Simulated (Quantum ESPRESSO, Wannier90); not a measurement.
## Wannier functions of InTe (rock salt)

```yaml
crystal:
  lattice:
    - [0.00000, 3.11983, 3.11983]
    - [3.11983, 0.00000, 3.11983]
    - [3.11983, 3.11983, 0.00000]
  atoms:
    - { symbol: In, position: [0.00000, 0.00000, 0.00000] }
    - { symbol: Te, position: [0.50000, 0.50000, 0.50000] }
```

Structure: Materials Project mp-2597, symmetrised, not relaxed again. COD (Crystallography Open Database) has an entry of this formula and space group (matched by these alone). Method: PBEsol plane waves in Quantum ESPRESSO 7.5 (PseudoDojo norm-conserving files, 66 Ry, no spin polarisation, no spin-orbit coupling), Bloch states on a 8×8×8 mesh through Γ, Wannier90 4.0.1. Density: 8×8×8 mesh, cold smearing 0.01 Ry. Spin-orbit coupling is left out although heavy elements are present.

Valence charges of the files: In 13, Te 16. 25 bands were computed.

Isolated groups of bands, relative to the Fermi level (bands from 16 on overlap up to the last one computed):

| bands | from (eV) | to (eV) | filling | weight on atomic waves |
|---|---|---|---|---|
| 1–5 | -36.98 | -36.98 | filled | Te 4d 100 % |
| 6–10 | -14.83 | -14.61 | filled | In 4d 99 % |
| 11 | -12.46 | -10.83 | filled | Te 5s 74 %, In 5p 18 %, In 5s 5 % |
| 12–15 | -6.85 | 1.13 | partly filled | Te 5p 56 %, In 5s 22 %, In 5p 18 % |

Wanted is a model with the orbitals In s p, Te s p, without the filled groups that are mainly made of other shells (semicore states, and anion s where it isn't named); all higher bands stay in for disentanglement.

Problem. Give num_wann, exclude_bands and num_bands, and the number of electrons that the model holds.

Solution. Electrons: 1×13 + 1×16 = 29, or 14.5 bands' worth; no gap over 0.05 eV opens at the Fermi level at this level of theory.
num_wann = 1×4 + 1×4 = 8.
exclude_bands = 1-10, 10 bands, so num_bands = 25 − 10 = 15.
The model holds 29 − 2×10 = 9 electrons. With the window frozen to 1.50 eV it follows pw.x to 3.7 meV rms (states up to 1.0 eV relative to the Fermi level).
